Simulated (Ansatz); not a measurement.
# Elastic constants of LaZn (Pm-3m) under pressure

```
CELL_PARAMETERS angstrom
3.69073 0.00000 0.00000
0.00000 3.69073 0.00000
0.00000 0.00000 3.69073
ATOMIC_POSITIONS crystal
La 0.50000 0.50000 0.50000
Zn 0.00000 0.00000 0.00000
```

This is the zero-pressure cell. At each pressure cell and atoms are relaxed in this structure, and the constants are slopes of the stress at strains of ±0.005 with relaxed ions (the coefficients that govern stability under load). Level: PBEsol, PAW on Ansatz 0.2.0's default frozen-core files (fitted under PBE), scalar-relativistic; k mesh 12×12×12, strains of ±0.005, Fermi-Dirac smearing of 0.080 eV, cutoff 420 eV. P is the pressure of the relaxed cell, less that of this one.

```
P (GPa)    V/V₀  C11 (GPa)  C12 (GPa)  C44 (GPa)
   0.00  1.0000       74.4       41.6       39.4
   1.02       ?          ?          ?          ?
   1.99  0.9653       81.8       49.5       43.5
   4.02  0.9352       88.8       57.4       47.4
   7.00  0.8979       98.4       68.7       52.5
  10.02  0.8661      107.5       80.0       57.3
  15.01  0.8228      121.7       98.5       64.4
```

**Question.** Does the bulk modulus from the constants agree with the pressure-volume curve?

**Answer.** A third-order Birch-Murnaghan fit to the volumes shown (F against f, f = [(V₀/V)^(2/3) − 1]/2) gives B₀ = 52.6 GPa and B′ = 3.9. Its −V dP/dV stands beside (C11 + 2C12)/3:

```
P (GPa)  from P(V)  from the constants
   0.00       52.6                52.5
   1.99       60.2                60.3
   4.02       67.8                67.9
   7.00       78.6                78.6
  10.02       89.2                89.2
  15.01      106.3               106.2
```

**Question.** What are the pressure derivatives at zero pressure?

**Answer.** Slopes at V₀ of quadratic fits in −ln(V/V₀) through the first four rows shown, divided by B₀: dC11/dP = 3.8, dC12/dP = 4.0, dC44/dP = 2.2. The mean slopes up to 4.0 GPa are 3.6, 3.9, 2.0; curvature and scatter of the constants part the two. The combination (dC11/dP + 2 dC12/dP)/3 = 3.9 stands against B′.

**Question.** Fill the row at 1.02 GPa.

**Answer.** Cubic fits in −ln(V/V₀) through all rows shown give C11 = 78.2, C12 = 45.7, C44 = 41.6 GPa. Computed: V/V₀ = 0.9815, C11 (GPa) = 78.2, C12 (GPa) = 45.7, C44 (GPa) = 41.6.

**Question.** Does a shear stiffness soften?

**Answer.** C44 goes from 39.4 to 64.4 GPa; (C11 − C12)/2 goes from 16.4 to 11.6 GPa. (C11 − C12)/2 softens under pressure, though the lattice stays mechanically stable over this range.

Limits of these numbers: no other phase was computed; many crystals of this kind change structure within this range, and rows or crossings beyond such a change describe a metastable lattice; frozen-core PAW files fitted under PBE, their cores solved anew for the functional of the run; responses of metals move with mesh and smearing; phonons weren't checked at these pressures.
